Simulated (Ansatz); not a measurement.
**Guessed and relaxed cells of FeIrC4N4**

The guess for FeIrC4N4 was made by a generator: two interpenetrating cyanide-bridged diamond nets (P-43m, No. 215). Its size is a rough estimate.

start:

Space group P-43m (No. 215). a = 5.907 Å, b = 5.907 Å, c = 5.907 Å, α = 90.00°, β = 90.00°, γ = 90.00°
```tsv
atom	site	symmetry	x	y	z
Fe	1a	-43m	0.0000	0.0000	0.0000
Ir	1b	-43m	0.5000	0.5000	0.5000
C	4e	.3m	0.1894	0.1894	0.1894
N	4e	.3m	0.3038	0.3038	0.3038
```

Level of theory: DFT PBE, scalar-relativistic, plane waves, PAW in Ansatz 0.2.0. Cutoff 420 eV, Gaussian smearing, Γ-centred meshes. Cell and atoms relax first on a coarse mesh and then on a finer one. In between, the cell is made exact in the group found at 0.06 Å. In metals the finer mesh still leaves noise of several meV/atom or more. The steps can't lower the symmetry of their start. Collinear spin, starting moments Fe 4.0; Ir 1.0 μB.

end:

Space group P-43m (No. 215). a = 5.780 Å, b = 5.780 Å, c = 5.780 Å, α = 90.00°, β = 90.00°, γ = 90.00°
```tsv
atom	site	symmetry	x	y	z
Fe	1a	-43m	0.0000	0.0000	0.0000
Ir	1b	-43m	0.5000	0.5000	0.5000
C	4e	.3m	0.1872	0.1872	0.1872
N	4e	.3m	0.3060	0.3060	0.3060
```

The symmetry stays P-43m (No. 215). The volume per atom shrinks by 6.3 %, from 20.6 to 19.3 Å³. The shortest distance goes from 1.17 Å (C–N) to 1.19 Å (C–N).

```
Volume per atom                           : 19.31 Å³
Density                                   : 3.03 g/cm³
Energy over the elements                  : +0.75 eV/atom
Gap on the 8×8×8 mesh of the 10-atom cell : 0 eV (a metal)
Net moment per atom                       : 0.10 μB
Moment by site                            : Fe 1.9; Ir -0.6 μB
```

The zero of energy is the elements' standard structures at the same level (N₂ as a molecule); no fitted shifts are applied. It can't be a ground state, since the elements alone are lower.

The last run used collinear spin and Gaussian smearing of 0.10 eV. These runs have no spin–orbit coupling, which can matter for Ir. The reference form of C is held partly by dispersion forces, which this level lacks. The magnetic state reached may not be the lowest. A structure relaxed within its symmetry needn't be a true minimum. In all, the 3 runs took 4.8 min on 1 thread of Intel(R) Xeon(R) 6975P-C (Granite Rapids), on a shared host. Site moments count only spheres around the atoms; the net moment includes the space between them.
